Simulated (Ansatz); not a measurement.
This Sn5Se2S3 structure is the end of a relaxation. The cell was found from a structure generator's guess, not taken from experiment.

The calculation used DFT PBE, scalar-relativistic, plane waves, PAW in Ansatz 0.2.0. Cutoff 420 eV, Γ-centred mesh, Gaussian smearing, no spin polarisation.

```cif
data_structure
_symmetry_space_group_name_H-M 'P 1'
_symmetry_Int_Tables_number 1
_cell_length_a 15.1249
_cell_length_b 15.1249
_cell_length_c 15.1249
_cell_angle_alpha 164.030
_cell_angle_beta 164.030
_cell_angle_gamma 22.659
_cell_volume 261.86
loop_
_atom_site_label
_atom_site_type_symbol
_atom_site_fract_x
_atom_site_fract_y
_atom_site_fract_z
_atom_site_occupancy
Sn1 Sn 0.69718 0.69718 0.00000 1
Sn2 Sn 0.30282 0.30282 0.00000 1
Sn3 Sn 0.90241 0.90241 0.00000 1
Sn4 Sn 0.50000 0.50000 0.00000 1
Sn5 Sn 0.09759 0.09759 0.00000 1
Se1 Se 0.80067 0.80067 0.00000 1
Se2 Se 0.19933 0.19933 0.00000 1
S1 S 0.40165 0.40165 0.00000 1
S2 S 0.00000 0.00000 0.00000 1
S3 S 0.59835 0.59835 0.00000 1
```

The zero of energy is the elements' standard structures at the same level; no fitted shifts are applied. The references include grey tin.

Problem. What space group does it have?

Solution. I4/mmm (No. 139), with Se and S ordered on rock salt sites. Conventional cell: a = 4.202 Å, c = 29.660 Å. Around Sn on a site of symmetry 4mm lie 1 S at 2.93 Å and 5 Se at 2.97–3.07 Å; Sn on a second site of symmetry 4mm has 5 S at 2.89–2.97 Å and 1 Se at 3.02 Å; Se is surrounded by 6 Sn at 2.97–3.07 Å; S on a site of symmetry 4mm is surrounded by 6 Sn at 2.92–2.97 Å; 2 more sites not described.

Problem. How far does it lie from the elements in energy?

Solution. −0.412 eV/atom. Whether it is stable depends on the other phases of the system, which aren't compared here.

Problem. Is it a metal?

Solution. No, the gap on the 12×12×12 mesh is 0.11 eV.

The last run used a 12×12×12 mesh for its 10-atom cell and Gaussian smearing of 0.01 eV. Kohn–Sham gaps at this level usually fall short of measured ones. The reference forms of S and Se are held partly by dispersion forces, which this level lacks. Small gaps are read on the mesh alone, and bands can cross between its points. A later test with randomly moved atoms ended 3 meV/atom lower on a coarse mesh, in P1 at a loose tolerance, which is no clear verdict on its stability.
